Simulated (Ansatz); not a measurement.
The relaxed structure here is a generated cell of Pb: the first start was made by placing the elements on the sites of a structure type, and the end was not matched to a known phase here, so it may be hypothetical. Known forms of Pb include space group No. 225.

A relaxed cell of Pb (P6₃/mmc (No. 194)), relaxed on a k-mesh at least as fine as the one used below. Computed with r2SCAN (plane waves to 500 eV, PAW, scalar-relativistic; Ansatz, an electronic-structure program). Γ-centred k-mesh 11×6×3 on the run's cell (coarser than for final values), Fermi–Dirac smearing 0.05 eV.

```
Pb
1.0
    3.52553     0.00000     0.00000
   -3.52553     6.10640     0.00000
    0.00000     0.00000    11.55667
Pb
8
Direct
  0.00000   0.00000   0.00000
  0.00000   0.50000   0.00000
  0.00000   0.00000   0.50000
  0.00000   0.50000   0.50000
  0.33333   0.33333   0.25000
  0.33333   0.83333   0.25000
  0.66667   0.16667   0.75000
  0.66667   0.66667   0.75000
```

The atoms are displaced by (Å):

```csv
atom,ux,uy,uz
Pb1,0.103,0.163,0.041
Pb2,0.038,-0.074,0.118
Pb3,0.049,-0.002,0.030
Pb4,-0.078,0.083,0.071
Pb5,0.070,-0.007,0.103
Pb6,0.135,0.026,-0.033
Pb7,-0.005,0.013,-0.058
Pb8,0.105,0.056,0.080
```

Problem. What forces (eV/Å) and pressure result?

Solution. 
```csv
atom,Fx,Fy,Fz
Pb1,-0.03,-0.27,-0.03
Pb2,0.01,0.26,-0.13
Pb3,-0.01,0.05,0.01
Pb4,0.05,-0.05,-0.04
Pb5,0.02,0.08,0.05
Pb6,-0.04,-0.05,0.00
Pb7,0.04,0.02,0.05
Pb8,-0.04,-0.03,0.09
```

Pressure +0.1 GPa.

No spin polarisation in the result.

The run that gave the undisplaced cell could not lose the symmetry of its start; a randomly shaken copy of 8 atoms returns to this structure.
